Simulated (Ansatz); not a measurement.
SnSe (Pnma), relaxed and computed with several functionals in Ansatz (plane waves, PAW).

| functional | a (Å) | c (Å) | V (Å³/atom) | gap (eV) | B₀ by P(V) fit (GPa) |
|---|---|---|---|---|---|
| PBEsol | 8.184 | 6.094 | 25.73 | none | 38.6 |
| r²SCAN | … | … | … | … | … |
| HSE06 | 8.619 | 6.170 | 27.37 | 0.45 | 23.7 |

Problem. Fill in the missing entries.

Solution. 
- r²SCAN, a (Å): 8.682
- r²SCAN, c (Å): 6.406
- r²SCAN, V (Å³/atom): 28.35
- r²SCAN, gap (eV): 0.94
- r²SCAN, B₀ by P(V) fit (GPa): 20.6

All cells were relaxed under the symmetry of their starts (and spin orders); stability against distortions was not tested throughout. Spin–orbit coupling is left out wherever it is not named.

Potentials: the later of the program's two PAW sets.

Ansatz (a program for electronic structure) is a plane-wave DFT program.
